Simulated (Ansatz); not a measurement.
All numbers below come from DFT, LDA (PW92), plane waves (420 eV) with PAW, scalar-relativistic in Ansatz. The PAW files were generated under PBE, with cores re-solved for the functional.

An element in the hcp structure gives this curve. The cell is scaled uniformly from the relaxed one, with fractional coordinates and shape fixed. Energies are extrapolated to zero smearing, pressures are those at the given smearing. Magnetic state: spin not included.

| V (Å³/atom) | E − E₀ (meV/atom) | P (GPa) |
| --- | --- | --- |
| 22.505 | 83.5 | 10.15 |
| 23.528 | 33.3 | 5.93 |
| 24.551 | 7.2 | 2.61 |
| 25.574 | 0.0 | -0.01 |
| 26.597 | 7.6 | -2.07 |
| 27.620 | 26.8 | -3.71 |
| 28.643 | 55.1 | -5.00 |

Problem. Which element is it?
A. scandium
B. tin
C. holmium
D. gadolinium

Solution. B. Its fit is V₀ = 25.52 Å³/atom, B₀ = 58 GPa, B₀′ = 5.0.
